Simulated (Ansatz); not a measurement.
Mg2FeH6 (space group Fm-3m)

```
CELL_PARAMETERS angstrom
      0.00000     3.17202     3.17202
      3.17202     0.00000     3.17202
      3.17202     3.17202     0.00000
ATOMIC_POSITIONS crystal
  Mg 0.25000 0.25000 0.25000
  Mg 0.75000 0.75000 0.75000
  Fe 0.00000 0.00000 0.00000
  H  0.75561 0.24439 0.75561
  H  0.24439 0.75561 0.24439
  H  0.75561 0.24439 0.24439
  H  0.24439 0.75561 0.75561
  H  0.75561 0.75561 0.24439
  H  0.24439 0.24439 0.75561
```

The slice is a {111} plane (indices of the conventional cell) through the point (0.244, 0.756, 0.244) (fractional), spanned by u = [100] and v = [-1 2 0] in vectors of this cell: u (4.49 Å) and v (7.77 Å, at 90° to u). It covers one period; positions are fractions (u, v).

Computed with PBEsol (plane waves to 420 eV, PAW, scalar-relativistic; Ansatz, a quantum-chemistry and plane-wave program). k mesh 9×9×9. Inside the PAW spheres the values are not all-electron values, and peaks at nuclei hang on which shells count as valence. Mg2FeH6 is run without spin polarisation. Mg2FeH6 was relaxed with its symmetry unable to fall.

**Question.** Sketch the valence electron density on this plane as a map.

**Answer.** 
```tsv
v \ u	0.00	0.14	0.29	0.43	0.57	0.71	0.86
0.88	-0.9	-1.0	-1.1	-1.0	-0.9	-0.8	-0.8
0.75	-0.9	-0.3	0.2	-0.6	-0.7	1.4	0.8
0.62	-0.6	-0.4	-0.3	-0.5	-0.7	-0.9	-0.9
0.50	0.3	-0.3	-0.4	0.0	-0.1	-1.0	-0.7
0.38	-0.9	-0.8	-0.8	-0.9	-1.0	-1.1	-1.1
0.25	-0.9	0.6	1.4	-0.5	-0.7	0.1	-0.3
0.12	-0.6	-0.9	-0.9	-0.8	-0.5	-0.3	-0.4
0.00	0.3	-0.6	-1.0	-0.2	0.1	-0.4	-0.3
```

Values: log₁₀ of the valence density in e/Å³. The scale is logarithmic, as a density can span decades between atoms and voids.
